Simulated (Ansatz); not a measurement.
Structure relaxation, Nb

The start is a generated trial cell of Nb in the omega structure type. A full variable-cell relaxation at zero pressure is run with PBE (plane waves to 420 eV, PAW, scalar-relativistic; Ansatz, an electronic-structure program). The first steps use a coarse 8×8×11 k-mesh.

The start:
```
Nb
1.0
    4.66187     0.00000     0.00000
   -2.33093     4.03730     0.00000
    0.00000     0.00000     2.83542
Nb
3
Cartesian
  0.00000   0.00000   0.00000
  0.00000   2.69153   1.41771
  2.33093   1.34577   1.41771
```

### Question
How does the volume change?

### Answer
+3.9 %, from 17.79 to 18.48 Å³/atom.

### Question
How do the shortest distances between atoms change?

### Answer
The closest pairs of elements (up to four, under 3.6 Å), start → end: Nb–Nb 2.69 → 2.68 Å.

### Question
What does it relax into? Give the structure.

### Answer

```cif
data_Nb3
_chemical_formula_sum 'Nb3'
_space_group_name_H-M_alt 'P6/mmm'
_space_group_IT_number 191
_space_group_name_Hall '-P 6 2'
_cell_length_a 4.88601
_cell_length_b 4.88601
_cell_length_c 2.68186
_cell_angle_alpha 90.000
_cell_angle_beta 90.000
_cell_angle_gamma 120.000
loop_
_atom_site_label
_atom_site_type_symbol
_atom_site_symmetry_multiplicity
_atom_site_Wyckoff_symbol
_atom_site_fract_x
_atom_site_fract_y
_atom_site_fract_z
_atom_site_occupancy
Nb1 Nb 1 a 0.00000 0.00000 0.00000 1
Nb2 Nb 2 d 0.33333 0.66667 0.50000 1
```

The space group stays P6/mmm (No. 191) (the run could not lower it), with 3 atoms in the primitive cell. Final values are on a 11×11×17 k-mesh of the relaxed cell. No spin polarisation in the result.

The run could not lose the symmetry of its start, so the end can be a saddle point.

All atoms sit on sites fixed by symmetry, so only the cell could relax.

The relaxed structure here is a generated cell of Nb: the first start was made by placing the elements on the sites of a structure type, and the end was not matched to a known phase here, so it may be hypothetical. Known forms of Nb include space group No. 229.
